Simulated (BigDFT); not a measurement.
A self-consistent single point of the molecule C₃H₈FNSi with BigDFT.

Computed with BigDFT with PBE, Daubechies wavelet basis, HGH (Krack) norm-conserving potentials made for PBE, isolated boundary conditions.

```xyz
14

C      2.6501     0.0568     0.6338
C      1.7461    -0.6372    -0.0717
Si     0.1933    -0.0037    -0.7947
F      0.3232     1.5795    -0.9853
N     -1.0576    -0.2406     0.3323
C     -2.4466     0.1076     0.0820
H      2.5336     1.1180     0.8416
H      3.5422    -0.4280     1.0203
H      1.9065    -1.6934    -0.2559
H     -0.1590    -0.6642    -2.0689
H     -0.7586     0.2239     1.1860
H     -3.0569    -0.1753     0.9460
H     -2.5716     1.1842    -0.0782
H     -2.8445    -0.4276    -0.7873
```
Charge 0, spin multiplicity 1.

Reference input (self-consistent single point, DFT, PBE, Daubechies wavelet basis, HGH (Krack) norm-conserving potentials made for PBE, isolated boundary conditions): basis = Daubechies wavelets; dft.hgrids = 0.324 bohr; dft.rmult = 5 8; dft.ixc = 11; potentials = built-in HGH-K PBE; boundary_conditions = free; dft.gnrm_cv = 1e-04; dft.itermax = 80; dft.idsx = 6; dft.nrepmax = 3. This run's input differs from it in these lines:

```diff
@@ -3,3 +3,3 @@
   hgrids: 0.324
-  rmult: [5, 8]
+  rmult: [5, 3]
   ixc: 11
```

Log, with long lists cut:

```
  #------------------------------------------------------------------- Self-Consistent Cycle
 Ground State Optimization:
 - Hamiltonian Optimization: &itrp001
   - Subspace Optimization: &itrep001-01
       Wavefunctions Iterations:
 iter:  1, EKS: -5.92432540568958075E+01, gnrm:  3.18E-01, D: -9.92E-01,
 iter:  2, EKS: -5.97722017941742223E+01, gnrm:  1.09E-01, D: -5.29E-01,
 iter:  3, EKS: -5.98591071785355382E+01, gnrm:  5.03E-02, D: -8.69E-02,
 iter:  4, EKS: -5.98889038430980634E+01, gnrm:  2.11E-02, D: -2.98E-02,
 iter:  5, EKS: -5.98942938166243692E+01, gnrm:  1.01E-02, D: -5.39E-03,
   [... lines left out ...]
 iter:  9, EKS: -5.98964538847163084E+01, gnrm:  8.87E-04, D: -3.99E-05,
 iter:  10, EKS: -5.98964717289131272E+01, gnrm:  5.89E-04, D: -1.78E-05,
 iter:  11, EKS: -5.98964820595448444E+01, gnrm:  4.02E-04, D: -1.03E-05,
 iter:  12, EKS: -5.98964872726455724E+01, gnrm:  2.62E-04, D: -5.21E-06,
 iter:  13, EKS: -5.98964897767879165E+01, gnrm:  1.96E-04, D: -2.50E-06,
 iter:  14, EKS: -5.98964911192331400E+01, gnrm:  1.39E-04, D: -1.34E-06,
 iter:  15, EKS: -5.98964917931195657E+01, gnrm:  9.54E-05, D: -6.74E-07,
       -  &FINAL001  { #---------------------------------------------------------- iter: 16
 iter:  16, EKS: -5.98964920470063902E+01, gnrm:  9.54E-05, D: -2.54E-07,  #FINAL
        #Eigenvalues and New Occupation Numbers
       Orbitals: [
   [... 15 lines left out ...]
 Last Iteration                        : *FINAL001
  #---------------------------------------------------------------------- Forces Calculation
 Total electronic charge               :  35.999997056307
 Electric Dipole Moment (AU):
   P vector                            :  [ -1.980706E-02, -1.820596E-01,  3.521814E-01 ]
   norm(P)                             :  3.96950561E-01
 Electric Dipole Moment (Debye):
   P vector                            :  [ -5.034451E-02, -4.627494E-01,  8.951557E-01 ]
   norm(P)                             :  1.00894759E+00
 BigDFT infocode                       :  0
   [... lines left out ...]
 -  {H: [-4.163149143279E-03, -5.196600502180E-03,  4.551972847938E-03]} # 0011
 -  {H: [-9.178833696409E-03, -5.964176310703E-03,  5.533259125367E-03]} # 0012
 -  {H: [-1.300917650425E-02, -1.067509541624E-02, -1.458782925724E-02]} # 0013
 -  {H: [-7.515481656067E-03, -2.532688688831E-02,  5.169258390962E-03]} # 0014
 Energy (Hartree)                      : -5.98964920470063902E+01
 Force Norm (Hartree/Bohr)             :  2.03411844898082894E-01
```

The run converged in 16 iterations. Against the reference run the free energy goes up by 198 meV/atom and the largest force goes from 1.003 to 9.709 eV/Å.

The grid can part forces that symmetry would make equal. Forces above 1 eV/Å remain at this geometry. This run is one point of a test of settings, so its values need not be converged; read them against the reference run alone. The geometry comes from a cheaper method or was typed, in some cases with atoms then moved at random; it is not relaxed at this level, and the species need not be a known compound.

Cost on one core: very roughly 60 core-seconds.
